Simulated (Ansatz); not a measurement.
Ga:
```yaml
crystal:
  lattice:
    - [0.00000, 2.87918, 2.87918]
    - [2.87918, 0.00000, 2.87918]
    - [2.87918, 2.87918, 0.00000]
  atoms:
    - { symbol: Ga, position: [0.00000, 0.00000, 0.00000] }
    - { symbol: Ga, position: [0.25000, 0.25000, 0.25000] }
```

Relaxed with PBEsol. Special points in fractions of this cell's reciprocal vectors: Γ (0.000, 0.000, 0.000); X (0.500, 0.000, 0.500); U (0.625, 0.250, 0.625); K (0.375, 0.375, 0.750); L (0.500, 0.500, 0.500); W (0.500, 0.250, 0.750).

List the band energies nearest the Fermi level at these points for PBEsol (plane waves, PAW; program Ansatz).

In eV from the Fermi level; about four levels below and three above (degenerate sets whole), none deeper than 8.9 eV; … stands for higher levels left out; points with the same levels are listed once.

| k | below | above |
|---|---|---|
| Γ | – | 2.94 2.94 2.94 |
| X | -5.56 -5.56 -0.51 -0.51 | 2.85 2.85 … |
| U | -5.95 -4.98 -2.02 -0.02 | 3.31 6.36 9.84 |
| L | -7.30 -4.76 | 1.38 1.38 3.22 |
| W | -5.39 -5.39 -1.55 -1.55 | 6.69 6.69 … |

Space group Fd-3m (diamond). The start of the workflow was typed in or built on a structure type; neither database checked (COD, Materials Project) lists it. It is not the phase usual at ambient conditions (space group No. 64). Symmetry was held in the PBEsol relaxation. At this level the phase is mechanically unstable. The volume moved by -22 % from the start of the relaxation. Spin–orbit coupling is left out wherever it is not named.

Potentials: the later of the program's two PAW sets.
